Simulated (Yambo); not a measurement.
**How GW settings move the gap: CaI2 monolayer**

G0W0@PBEsol for a free-standing CaI2 monolayer (symmetry P-3m1, slab cell 16.5 Å high) in Yambo. Reference settings: 6×6×1 Γ-centred k mesh, 158 bands and a 5 Ry block in the screening, 158 bands in G with the Bruneval-Gonze terminator, plasmon pole fitted at 27.2 eV, slab-truncated Coulomb interaction, stochastic integration of W near q = 0. The PBEsol gap Γ → M on this mesh is 3.39 eV; G0W0 gaps are taken between the same points.

```json
[
 {"change from the reference": "reference settings", "G0W0 gap Γ → M (eV)": "6.38", "shift of the valence edge (eV)": "-1.26", "rough Yambo cost": "1"},
 {"change from the reference": "64 bands in W, 64 bands in G", "G0W0 gap Γ → M (eV)": "6.49", "shift of the valence edge (eV)": "-0.98", "rough Yambo cost": "about 1/3"},
 {"change from the reference": "104 bands in W, 104 bands in G", "G0W0 gap Γ → M (eV)": "6.39", "shift of the valence edge (eV)": "-1.13", "rough Yambo cost": "within a factor of two"},
 {"change from the reference": "76 bands in W", "G0W0 gap Γ → M (eV)": "6.47", "shift of the valence edge (eV)": "-1.16", "rough Yambo cost": "within a factor of two"},
 {"change from the reference": "64 bands in G, no terminator", "G0W0 gap Γ → M (eV)": "6.25", "shift of the valence edge (eV)": "-0.48", "rough Yambo cost": "–"},
 {"change from the reference": "104 bands in G, no terminator", "G0W0 gap Γ → M (eV)": "6.34", "shift of the valence edge (eV)": "-0.82", "rough Yambo cost": "–"},
 {"change from the reference": "no terminator", "G0W0 gap Γ → M (eV)": "6.42", "shift of the valence edge (eV)": "-1.03", "rough Yambo cost": "–"}
]
```

The reference isn't shown to be the converged limit. Costs are rough (shared machines), scaled to the same edge states, and given only for runs that recompute the screening.

Spin-orbit coupling is included.

Geometry relaxed with PBEsol; primitive cell a = 4.4357 Å, b = 4.4357 Å, c = 16.5000 Å, α = 90.00°, β = 90.00°, γ = 120.00°.

This is a model layer cut from the bulk structure; whether it is stable on its own was not checked.

A shift is the quasiparticle energy of the state minus its PBEsol energy.
